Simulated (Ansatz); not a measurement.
Data:

SnO₂:
Space group P4₂/mnm (No. 136); a = b = 4.7692 Å, c = 3.2120 Å, α = β = γ = 90.00°

```
atom  site  symmetry       x       y       z
----  ----  --------  ------  ------  ------
Sn      2a      m.mm  0.0000  0.0000  0.0000
O       4g      m.2m  0.1937  0.1937  0.5000
```

This is the PBEsol-relaxed structure.

**Question.** All from DFT-PBEsol in the program Ansatz with PAW potentials, unless another level is named. Estimate the hole effective mass with spin–orbit coupling.

**Answer.** 1.3, 1.3, 1.7 mₑ (principal values).

**Question.** Predict the valence-band maximum.

**Answer.** at Γ.

Space group P4_2/mnm (rutile). The PBEsol relaxation kept the symmetry of its start. Spin–orbit coupling is left out wherever it is not named.

Potentials: the later of the program's two PAW sets.

Edges and masses are those of Kohn–Sham bands, whose gap is no quasiparticle gap.
